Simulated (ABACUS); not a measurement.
Energy against volume for Mg2ZnO3 (P-3m1, 6 atoms in the cell; from Materials Project mp-1222123): the cell is scaled uniformly, and the atoms keep their fractional positions.

```
CELL_PARAMETERS angstrom
      3.03300     0.00000     0.00000
     -1.51650     2.62665     0.00000
      0.00000     0.00000     7.40332
ATOMIC_POSITIONS crystal
  Mg 0.33333 0.66667 0.66580
  Mg 0.66667 0.33333 0.33420
  Zn 0.00000 0.00000 0.00000
  O  0.33333 0.66667 0.17262
  O  0.66667 0.33333 0.82738
  O  0.00000 0.00000 0.50000
```

Computed with ABACUS with PBEsol, numerical atomic orbitals DZP (confined pseudo-atomic orbitals with Gaussian additions; energy shift 0.003 Ry), PseudoDojo 0.4 standard norm-conserving PBEsol (tails mended) pseudopotentials.

Held fixed: basis = DZP numerical atomic orbitals, energy shift 0.003 Ry; KPT = Gamma 10 10 4 0 0 0; basis_type = lcao; ecutwfc = 100 Ry; smearing_method = fixed; potentials = PseudoDojo 0.4 standard norm-conserving PBEsol (tails mended); symmetry = 1; ks_solver = genelpa; scf_nmax = 100; scf_thr = 1.0e-06; mixing_type = broyden.

The atom-centred basis is finite, which shifts total energies, pressures, gaps and forces against plane waves. The structure comes from a collection of computed structures, made at another level of theory; the collection holds predicted forms beside known ones.

```
V (Å³/atom)  V/V(base)  ΔF (meV/atom, from the lowest row)  pressure (GPa)
-----------  ---------  ----------------------------------  --------------
9.240            0.940                                 7.3            6.79
9.437            0.960                                 1.4            2.85
9.633            0.980                                 0.0           -0.67
9.732            0.990                                 0.9           -2.28
9.830            1.000                                 2.8           -3.81
9.928            1.010                                 5.6           -5.29
10.027           1.020                                 9.2           -6.68
10.223           1.040                                19.0           -9.23
10.420           1.060                                31.8          -11.55
```

### Question
Estimate the equilibrium volume and the bulk modulus from these points.

### Answer
A third-order Birch-Murnaghan fit gives V0 = 9.60 Å³/atom and B0 = 166 GPa (largest residual 0.01 meV/atom). V0 and B0 belong to these fixed fractional positions and this cell shape; relaxing them, where they are free, usually lowers B0.

The atomic orbitals were generated for these runs; they are not ABACUS's published sets and were checked against plane waves on a few crystals only.

“Tails mended”: in these copies of the files the far tail of each local potential was reset to the Coulomb form.
